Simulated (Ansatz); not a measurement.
Computed properties of CoTe$_{2}$

CoTe2:
```cif
data_Co2Te4
_chemical_formula_sum 'Co2 Te4'
_space_group_name_H-M_alt 'Pnnm'
_space_group_IT_number 58
_space_group_name_Hall '-P 2 2n'
_cell_length_a 5.26383
_cell_length_b 6.18742
_cell_length_c 3.85991
_cell_angle_alpha 90.000
_cell_angle_beta 90.000
_cell_angle_gamma 90.000
loop_
_atom_site_label
_atom_site_type_symbol
_atom_site_symmetry_multiplicity
_atom_site_Wyckoff_symbol
_atom_site_fract_x
_atom_site_fract_y
_atom_site_fract_z
_atom_site_occupancy
Co1 Co 2 a 0.00000 0.00000 0.00000 1
Te1 Te 4 g 0.22938 0.36058 0.00000 1
```

Space group Pnnm (No. 58); conventional cell a = 5.264 Å, b = 6.187 Å, c = 3.860 Å, α = β = γ = 90.00°.

Method: DFT-PBEsol in the program Ansatz with PAW potentials. Geometry: relaxed at this level of theory. Other levels are named where they apply.

**Cell and energy**

```
Property                                                      Result
-----------------------------------------------------  -------------
Volume per atom                                             20.95 Å³
Density                                                   8.30 g/cm³
Formation energy from the elements (no fitted shifts)  -0.23 eV/atom
```

**Electronic structure**

```
Item                                                                       Result
------------------------------------  -------------------------------------------
Electronic character                                            metallic (no gap)
Density of states at the Fermi level  1.0 states/eV per atom (mean over ±0.08 eV)
```

**Magnetism**

```
Quantity                                           Value
--------------  ----------------------------------------
Magnetic order  non-magnetic (starting moments vanished)
```

**Mechanics**

```
Quantity                             Result
----------------------------------  -------
Bulk modulus (Birch–Murnaghan fit)  101 GPa
Pressure derivative B′                  4.7
```

**Charges**

```
Item                         Result
-------------  --------------------
Bader charges  Co -0.03, Te +0.01 e
```

The workflow started from an entry of the Crystallography Open Database (COD). Its standing as an ambient phase is unchecked. The cell was relaxed with PBEsol under the symmetry of its start; whether a distortion lowers the energy is not shown. The workflow began spin-polarised and lost its moments. The references are the lowest solids computed at this level, not always the standard phases. Scalar-relativistic: spin–orbit coupling is off unless named, which matters more the heavier the elements.

Potentials: the later of the program's two PAW sets.
